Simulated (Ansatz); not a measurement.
**La3Y2F: start and end of a relaxation**

The guess for La3Y2F was made by a generator: random cell by space group and Wyckoff sites (P6/mmm, No. 191). Lengths were set from tabulated atomic sizes, so they are only a guess.

start.cif

```cif
data_structure
_symmetry_space_group_name_H-M 'P6/mmm'
_symmetry_Int_Tables_number 191
_cell_length_a 5.2717
_cell_length_b 5.2717
_cell_length_c 6.5908
_cell_angle_alpha 90.000
_cell_angle_beta 90.000
_cell_angle_gamma 120.000
_cell_volume 158.63
loop_
_atom_site_label
_atom_site_type_symbol
_atom_site_symmetry_multiplicity
_atom_site_Wyckoff_symbol
_atom_site_fract_x
_atom_site_fract_y
_atom_site_fract_z
_atom_site_occupancy
La1 La 1 a 0.00000 0.00000 0.00000 1
La2 La 2 c 0.33333 0.66667 0.00000 1
Y1 Y 2 d 0.33333 0.66667 0.50000 1
F1 F 1 b 0.00000 0.00000 0.50000 1
```

Level of theory: DFT PBE, scalar-relativistic, plane waves, PAW in Ansatz 0.2.0. Cutoff 420 eV, Gaussian smearing, Γ-centred meshes. Cell and atoms relax first on a coarse mesh and then on a finer one. In between, the cell is made exact in the group found at 0.06 Å. In metals the finer mesh still leaves noise of several meV/atom or more. The steps can't lower the symmetry of their start. No spin polarisation.

end.cif

```cif
data_structure
_symmetry_space_group_name_H-M 'P6/mmm'
_symmetry_Int_Tables_number 191
_cell_length_a 6.0348
_cell_length_b 6.0348
_cell_length_c 6.1256
_cell_angle_alpha 90.000
_cell_angle_beta 90.000
_cell_angle_gamma 120.000
_cell_volume 193.20
loop_
_atom_site_label
_atom_site_type_symbol
_atom_site_symmetry_multiplicity
_atom_site_Wyckoff_symbol
_atom_site_fract_x
_atom_site_fract_y
_atom_site_fract_z
_atom_site_occupancy
La1 La 1 a 0.00000 0.00000 0.00000 1
La2 La 2 c 0.33333 0.66667 0.00000 1
Y1 Y 2 d 0.33333 0.66667 0.50000 1
F1 F 1 b 0.00000 0.00000 0.50000 1
```

The symmetry stays P6/mmm (No. 191). The volume per atom grows by 21.8 %, from 26.4 to 32.2 Å³. The shortest distance goes from 3.04 Å (Y–F, La–La and Y–Y) to 3.06 Å (La–F and La–Y). The ratio c/a of the conventional cell changes by a factor of 0.81. The energy falls by about 0.24 eV/atom (the start's value is from the coarse mesh).

| Property | Result |
| --- | --- |
| Volume per atom | 32.20 Å³ |
| Density | 5.27 g/cm³ |
| Formation energy | −0.07 eV/atom |
| Gap on the 6×6×6 mesh of the 6-atom cell | 0 eV (a metal) |

Formation energies are uncorrected and refer to the elements' standard structures at the same level (F₂ as a molecule).

The last run used Gaussian smearing of 0.10 eV. The cell is a metal run without spin; a magnetic state may lie lower. A structure relaxed within its symmetry needn't be a true minimum. In all, the 3 runs took 88 s on 1 thread of Intel(R) Xeon(R) 6975P-C (Granite Rapids), with other jobs on the host. Another cell of La3Y2F relaxed alike, in P4/mmm, lies 0.49 eV/atom lower, so this cell isn't the stable form at this level.
